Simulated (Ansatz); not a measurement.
TlAg3Te2: one input, then a changed one

The geometry is COD entry 1510042, unchecked; take it as a test cell.

First run: DFT, PBE, PAW with Ansatz's default frozen-core files, scalar-relativistic (Ansatz 0.2.0).

Command: `ansatz run input.yaml --threads 2 --pin off --max-ram 6144MiB --backend cpu --events-out ev --progress --plain --runs-dir out` The run took 48 s on 2 threads of Arm Neoverse V2 (shared host), peak memory 1 GiB.

```yaml
crystal:
  lattice:
    - [2.3, -7.725, 0.0]
    - [2.3, 7.725, 0.0]
    - [0.0, 0.0, 4.76]
  atoms:
    - { symbol: Tl, position: [0.0, 0.0, 0.0] }
    - { symbol: Ag, position: [0.5, 0.5, 0.5] }
    - { symbol: Ag, position: [0.315, 0.685, 0.0] }
    - { symbol: Ag, position: [0.685, 0.315, 0.0] }
    - { symbol: Te, position: [0.125, 0.875, 0.5] }
    - { symbol: Te, position: [0.875, 0.125, 0.5] }
kpoints:
  mp_grid: { grid: [7, 7, 7] }
  band_path:
    path:
      - [0.0, 0.0, 0.0]
      - [-0.5, 0.5, 0.0]
      - [-0.2721614772, 0.7278385228, 0.0]
      - [0.2721614772, 0.2721614772, 0.0]
      - [0.0, 0.0, 0.0]
      - [0.0, 0.0, 0.5]
      - [0.2721614772, 0.2721614772, 0.5]
      - [-0.2721614772, 0.7278385228, 0.5]
      - [-0.5, 0.5, 0.5]
    npoints: 14
scf:
  occupations: { method: fermi_dirac, width: 0.03 }
hamiltonian:
  xc: pbe
  pseudopotentials: { kind: paw }
output:
  forces: true
  stress: true
  eigenvalues: true
  efg: { contact_densities: true }
  populations: true
  bader: true
  dos: { projected: true, de: 0.2, e_range: [-14, 8] }
  write_density: true
  write_potential: true
  elf: true
  volumetric_format: npy
```

Result: converged; pressure -1.68 GPa; largest force 1.374 eV/Å; no gap on the k mesh; 8 SCF iterations.

No spin–orbit coupling, which matters for the heavy atoms here.

The input is then changed:

```diff
@@ -11,4 +11,5 @@
     - { symbol: Te, position: [0.125, 0.875, 0.5] }
     - { symbol: Te, position: [0.875, 0.125, 0.5] }
+  symmetry: { detect: false }
 kpoints:
   mp_grid: { grid: [7, 7, 7] }
@@ -26,5 +27,6 @@
     npoints: 14
 scf:
-  occupations: { method: fermi_dirac, width: 0.03 }
+  occupations: { method: cold, width: 0.2 }
+  algorithm: density_mixing
 hamiltonian:
   xc: pbe
@@ -36,9 +38,3 @@
   efg: { contact_densities: true }
   populations: true
-  bader: true
-  dos: { projected: true, de: 0.2, e_range: [-14, 8] }
-  write_density: true
-  write_potential: true
-  elf: true
-  volumetric_format: npy
```

Q: Predict the outcome of the changed run.

A: It converged; pressure -1.75 GPa; largest force 1.397 eV/Å; no gap on the k mesh; 8 SCF iterations. Some of these settings are too coarse for converged properties.
